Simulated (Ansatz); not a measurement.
BeSe (zinc blende)

```xyz
2
Lattice="0.0000 2.5889 2.5889 2.5889 0.0000 2.5889 2.5889 2.5889 0.0000" Properties=species:S:1:pos:R:3 pbc="T T T"
Se     3.8833     3.8833     3.8833
Be     0.0000     0.0000     0.0000
```

The slice is a {100} plane (indices of the conventional cell) through the point (0.000, 0.000, 0.000) (fractional), spanned by u = [100] and v = [0 1 -1] in vectors of this cell: u (3.66 Å) and v (3.66 Å, at 90° to u). It covers one period; positions are fractions (u, v).

Method: PBE (plane waves to 420 eV, PAW, scalar-relativistic; Ansatz, a first-principles code). k mesh 11×11×11. These are valence fields of a PAW run, semicore shells included where kept as valence: close to a nucleus they are smooth pseudo fields. BeSe was relaxed with its symmetry unable to fall.

Q: Predict the map of the electron localisation function (ELF) on the slice.

A: 
```
|xxx .=#%@@@@@@@@@@@@@%#=. xx|
|xxx :=*#%@@@@@%@@@@@%#*=: xx|
|x  .:=+*##%%%%%%%%%##*+=:.  |
|..::-=++***#######***++=-::.|
|==========+++++++++=========|
|##*++=------=====------=++*#|
|%%#*+=-:::::::::::::::-=+*#%|
|@@%#*=-:.............:-=*#%@|
|@@@#*=-:..         ..:-=*#@@|
|@@@%*+-:.           .:-+*%@@|
|@@@%#+-:.           .:-+#%@@|
|@@@%#+=:.           .:=+#%@@|
|@@@%#+=:.           .:=+#%@@|
|@@%%#+=:.           .:=+#%%@|
|@@@%#+=:.           .:=+#%@@|
|@@@%#+=:.           .:=+#%@@|
|@@@%#+-:.           .:-+#%@@|
|@@@%*+-:.           .:-+*%@@|
|@@@#*=-:..         ..:-=*#@@|
|@@%#*=-:.............:-=*#%@|
|%%#*+=-:::::::::::::::-=+*#%|
|##*++=------=====------=++*#|
|==========+++++++++=========|
|..::-=++***#######***++=-::.|
|x  .:=+*##%%%%%%%%%##*+=:.  |
|xxx :=*#%@@@@@%@@@@@%#*=: xx|
|xxx .=#%@@@@@@@@@@@@@%#=. xx|
|xxxx.=#%@@@@@@@@@@@@@%#=.xxx|
```
Scale: ten equal steps from 0.01 (start of ' ') to 0.68 (end of '@'), in the order ' .:-=+*#%@'. Values: electron localisation function (ELF). The map has 28 points along u (one character each, u = 0 at the left) and 28 along v (v = 0 in the bottom row). Points within 0.4 Å of a nucleus are blanked (x), as the pseudised field means little there.
